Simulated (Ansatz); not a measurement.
Method: Ansatz 0.2.0, DFT PBE, scalar-relativistic, plane waves, PAW. Cutoff 420 eV, Γ-centred 8×8×8 mesh (10-atom cell), Gaussian smearing of 0.10 eV, no spin polarisation.

Formation energies are uncorrected and refer to the elements' standard structures at the same level.

Question: Give a relaxed trial structure of a tetragonal metal with formula GaBiSe3, with a formation energy near −0.15 eV/atom and about 25 Å³ per atom, in a cell of 10 atoms.

Answer: GaBiSe3, space group I4/mcm (No. 140). Ga has 6 Se at 2.56–2.64 Å; Bi is surrounded by 4 Se at 3.08 Å and 4 Se at 3.42 Å; Se on a site of symmetry m2m is surrounded by 2 Ga at 2.56 Å and 2 Bi at 3.08 Å; around Se on a site of symmetry 422 lie 2 Ga at 2.64 Å and 4 Bi at 3.42 Å.

```yaml
crystal:
  lattice:
    - [-3.42003, 3.42003, 5.27907]
    - [3.42003, -3.42003, 5.27907]
    - [3.42003, 3.42003, -5.27907]
  atoms:
    - { symbol: Ga, position: [0.50000, 0.50000, 0.00000] }
    - { symbol: Ga, position: [0.00000, 0.00000, 0.00000] }
    - { symbol: Bi, position: [0.75000, 0.25000, 0.50000] }
    - { symbol: Bi, position: [0.25000, 0.75000, 0.50000] }
    - { symbol: Se, position: [0.33689, 0.83689, 0.17378] }
    - { symbol: Se, position: [0.83689, 0.66311, 0.50000] }
    - { symbol: Se, position: [0.75000, 0.75000, 0.00000] }
    - { symbol: Se, position: [0.66311, 0.16311, 0.82622] }
    - { symbol: Se, position: [0.16311, 0.33689, 0.50000] }
    - { symbol: Se, position: [0.25000, 0.25000, 0.00000] }
```

The volume per atom is 24.70 Å³, the density is 6.93 g/cm³ and the formation energy is −0.15 eV/atom. The gap on the 8×8×8 mesh of the 10-atom cell is 0 eV (a metal).

It was reached by relaxing an invented guess, and it needn't be the stable form of this composition. Other answers may fit too; this one was computed.

Spin–orbit coupling, which can matter for Bi, is left out. The reference form of Se is held partly by dispersion forces, which this level lacks. A structure relaxed within its symmetry needn't be a true minimum.
